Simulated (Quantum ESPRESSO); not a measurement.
## Ti3TaO7N (input and log of a self-consistent run)

Simulated, not a measurement. The program is pw.x of Quantum ESPRESSO 7.5 (plane-wave density functional theory). The cell is made up: 12 atoms on a fluorite lattice, with randomly drawn elements, strain and displacements, not relaxed. PseudoDojo standard norm-conserving files (v0.5 for PBE, v0.4.1 for LDA and PBEsol) set the functional; there is no spin polarisation, spin-orbit coupling or dispersion term, and the masses in the input are unused placeholders.

Input:

```
&control calculation='scf', pseudo_dir='./dojo.nc.sr.pbe.v0_5.standard.upf', outdir='./o', disk_io='low', tprnfor=.true., tstress=.true. /
&system ibrav=0, nat=12, ntyp=4, nbnd=54, ecutwfc=84.00895049, nosym=.true., tot_charge=0,
 occupations='smearing', smearing='fd', degauss=0.0018374661
/
&electrons conv_thr=7.350e-09, electron_maxstep=60, /
ATOMIC_SPECIES
N 1.0 N.upf
O 1.0 O.upf
Ta 1.0 Ta.upf
Ti 1.0 Ti.upf
CELL_PARAMETERS angstrom
4.9805 0.0 0.0
0.0 4.9805 0.0
0.0 0.0 4.9805
ATOMIC_POSITIONS angstrom
Ti -0.0039 0.0283 0.0485
Ti 0.0699 2.5259 2.3954
Ti 2.4583 0.0735 2.3773
Ta 2.5928 2.5139 0.1068
O 1.2056 1.1165 1.2151
O 1.2837 1.2561 3.6881
O 1.1459 3.7864 1.19
O 1.3163 3.7468 3.6965
O 3.7514 1.2913 1.2231
O 3.6354 1.2391 3.6597
O 3.7209 3.7679 1.2982
N 3.7663 3.6847 3.7006
K_POINTS automatic
5 5 5 1 1 1
```

The log is shortened where brackets say so; the opening notice, blank lines, dates and the lines on written files are dropped, and the path of the files is cut. It prints rydbergs, bohrs and kilobars, and counts compression as positive stress. With no partly filled state, the Fermi energy that it prints is only some level between the filled and the empty states on the mesh, and need not lie in the true gap.

```
     Program PWSCF v.7.5
     Parallel version (MPI & OpenMP), running on       4 processor cores
     Number of MPI processes:                 4
     Threads/MPI process:                     1
     [start-up lines left out]
     bravais-lattice index     =            0
     lattice parameter (alat)  =       9.4118  a.u.
     unit-cell volume          =     833.7108 (a.u.)^3
     number of atoms/cell      =           12
     number of atomic types    =            4
     number of electrons       =        96.00
     number of Kohn-Sham states=           54
     kinetic-energy cutoff     =      84.0090  Ry
     charge density cutoff     =     336.0358  Ry
     scf convergence threshold =      7.3E-09
     mixing beta               =       0.7000
     number of iterations used =            8  plain     mixing
     Exchange-correlation= PBE
                           (   1   4   3   4   0   0   0)
     [axes and pseudopotential details left out]
   Cartesian axes
     site n.     atom                  positions (alat units)
         1        Ti     tau(   1) = (  -0.0007831   0.0056822   0.0097380  )
         2        Ti     tau(   2) = (   0.0140347   0.5071579   0.4809557  )
         3        Ti     tau(   3) = (   0.4935850   0.0147576   0.4773216  )
         4        Ta     tau(   4) = (   0.5205903   0.5047485   0.0214436  )
         5        O      tau(   5) = (   0.2420640   0.2241743   0.2439715  )
         6        O      tau(   6) = (   0.2577452   0.2522036   0.7405080  )
         7        O      tau(   7) = (   0.2300773   0.7602450   0.2389318  )
         8        O      tau(   8) = (   0.2642907   0.7522939   0.7421946  )
         9        O      tau(   9) = (   0.7532175   0.2592712   0.2455778  )
        10        O      tau(  10) = (   0.7299267   0.2487903   0.7348057  )
        11        O      tau(  11) = (   0.7470937   0.7565305   0.2606566  )
        12        N      tau(  12) = (   0.7562092   0.7398253   0.7430178  )
     number of k points=    63  Fermi-Dirac smearing, width (Ry)=  0.0018
                       cart. coord. in units 2pi/alat
        k(    1) = (   0.1000000   0.1000000   0.1000000), wk =   0.0320000
        k(    2) = (   0.1000000   0.1000000   0.3000000), wk =   0.0320000
     [further k points left out]
     Dense  grid:    86551 G-vectors     FFT dimensions: (  60,  60,  60)
     Estimated max dynamical RAM per process >     291.75 MB
     Estimated total dynamical RAM >       1.08 GB
     Initial potential from superposition of free atoms
     starting charge      95.9943, renormalised to      96.0000
     Starting wfcs are   72 randomized atomic wfcs
     total cpu time spent up to now is        6.7 secs
     per-process dynamical memory:   233.6 Mb
     Self-consistent Calculation
     iteration #  1     ecut=    84.01 Ry     beta= 0.70
     Davidson diagonalization with overlap
     ethr =  1.00E-02,  avg # of iterations =  2.0
     total cpu time spent up to now is       17.1 secs
     total energy              =    -735.88910252 Ry
     estimated scf accuracy    <       6.55602869 Ry
     iteration #  2     ecut=    84.01 Ry     beta= 0.70
     Davidson diagonalization with overlap
     ethr =  6.83E-03,  avg # of iterations =  7.0
     total cpu time spent up to now is       39.0 secs
     total energy              =    -727.88786599 Ry
     estimated scf accuracy    <      92.20346846 Ry
     iteration #  3     ecut=    84.01 Ry     beta= 0.70
     Davidson diagonalization with overlap
     ethr =  6.83E-03,  avg # of iterations =  6.7
     total cpu time spent up to now is       58.3 secs
     total energy              =    -738.73248295 Ry
     estimated scf accuracy    <       6.91025150 Ry
     iteration #  4     ecut=    84.01 Ry     beta= 0.70
     Davidson diagonalization with overlap
     ethr =  6.83E-03,  avg # of iterations =  4.2
     total cpu time spent up to now is       69.6 secs
     total energy              =    -739.63737366 Ry
     estimated scf accuracy    <       1.32948657 Ry
     iteration #  5     ecut=    84.01 Ry     beta= 0.70
     Davidson diagonalization with overlap
     ethr =  1.38E-03,  avg # of iterations =  2.8
     total cpu time spent up to now is       80.3 secs
     total energy              =    -739.57299176 Ry
     estimated scf accuracy    <       0.90208594 Ry
     [iterations 6 to 17 left out]
     iteration # 18     ecut=    84.01 Ry     beta= 0.70
     Davidson diagonalization with overlap
     ethr =  5.55E-10,  avg # of iterations =  5.4
     total cpu time spent up to now is      271.5 secs
     total energy              =    -739.55730860 Ry
     estimated scf accuracy    <       0.00000010 Ry
     iteration # 19     ecut=    84.01 Ry     beta= 0.70
     Davidson diagonalization with overlap
     ethr =  1.05E-10,  avg # of iterations =  6.4
     total cpu time spent up to now is      288.4 secs
     total energy              =    -739.55730863 Ry
     estimated scf accuracy    <       0.00000011 Ry
     iteration # 20     ecut=    84.01 Ry     beta= 0.70
     Davidson diagonalization with overlap
     ethr =  1.05E-10,  avg # of iterations =  4.3
     total cpu time spent up to now is      300.2 secs
     total energy              =    -739.55730863 Ry
     estimated scf accuracy    <       0.00000007 Ry
     iteration # 21     ecut=    84.01 Ry     beta= 0.70
     Davidson diagonalization with overlap
     ethr =  7.24E-11,  avg # of iterations =  2.1
     total cpu time spent up to now is      310.3 secs
     total energy              =    -739.55730863 Ry
     estimated scf accuracy    <       0.00000002 Ry
     iteration # 22     ecut=    84.01 Ry     beta= 0.70
     Davidson diagonalization with overlap
     ethr =  2.25E-11,  avg # of iterations =  6.1
     total cpu time spent up to now is      324.9 secs
     End of self-consistent calculation
          k = 0.1000 0.1000 0.1000 ( 10858 PWs)   bands (ev):
   -57.5629 -46.2617 -46.2474 -46.1778 -24.0011 -23.9694 -23.8476 -22.5397
   -22.5316 -22.4700 -22.4530 -22.4327 -22.4123 -22.3803 -22.3530 -22.2756
    -7.8680  -6.6986  -6.5516  -6.1423  -5.8691  -5.3682  -4.7068  -0.2327
     4.5737   4.6850   4.8413   5.4351   5.5829   5.8459   6.9095   7.0083
     7.1590   7.2074   7.5950   7.7545   8.6494   8.9343   8.9795   9.1740
     9.4688   9.6628  10.3475  10.7011  10.7702  11.4423  11.8868  12.1735
    12.8871  12.9750  13.2209  13.2709  13.3129  13.3424
     [levels at the other k points left out]
     the Fermi energy is    12.4952 ev
!    total energy              =    -739.55730863 Ry
     estimated scf accuracy    <          5.0E-09 Ry
     smearing contrib. (-TS)   =      -0.00000001 Ry
     internal energy E=F+TS    =    -739.55730862 Ry
     The total energy is F=E-TS. E is the sum of the following terms:
     one-electron contribution =    -180.10600484 Ry
     hartree contribution      =     141.82455694 Ry
     xc contribution           =    -146.09244052 Ry
     ewald contribution        =    -555.18342020 Ry
     convergence has been achieved in  22 iterations
     Forces acting on atoms (cartesian axes, Ry/au):
     atom    1 type  4   force =    -0.02836794   -0.04954442   -0.11813990
     atom    2 type  4   force =    -0.02448772    0.05053517    0.12953715
     atom    3 type  4   force =     0.00869103   -0.02285772    0.12800226
     atom    4 type  3   force =     0.02612315    0.05940377   -0.16932986
     atom    5 type  2   force =     0.03574174    0.05972303   -0.00205574
     atom    6 type  2   force =    -0.04362855    0.01535978    0.00997605
     atom    7 type  2   force =     0.03432869   -0.07981574   -0.00349160
     atom    8 type  2   force =    -0.00552307    0.00416560   -0.00948265
     atom    9 type  2   force =    -0.00748031    0.00186611   -0.02138419
     atom   10 type  2   force =     0.01811988   -0.01659451    0.02809724
     atom   11 type  2   force =    -0.03525565    0.00517408   -0.03082838
     atom   12 type  1   force =     0.02173875   -0.02741515    0.05909962
     Total force =     0.332640     Total SCF correction =     0.000202
     Computing stress (Cartesian axis) and pressure
          total   stress  (Ry/bohr**3)                   (kbar)     P=     -119.18
  -0.00074123  -0.00006323   0.00013917         -109.04       -9.30       20.47
  -0.00006323  -0.00072533  -0.00005294           -9.30     -106.70       -7.79
   0.00013917  -0.00005294  -0.00096404           20.47       -7.79     -141.82
     init_run     :      6.35s CPU      6.59s WALL (       1 calls)
     electrons    :    317.35s CPU    318.16s WALL (       1 calls)
     forces       :      2.26s CPU      2.28s WALL (       1 calls)
     stress       :      8.01s CPU      8.02s WALL (       1 calls)
     [timing details left out]
     PWSCF        :   5m34.20s CPU   5m35.31s WALL
     JOB DONE.
```

In other units: free energy -10062.190 eV for the cell, pressure -11.92 GPa, largest force component 4.354 eV/Å. A rerun of this cell at a cutoff of 1437 eV and k mesh 7 x 7 x 7 moved values by no more than 0.002 eV in energy, 0.05 GPa in stress and 0.008 eV/Å in force.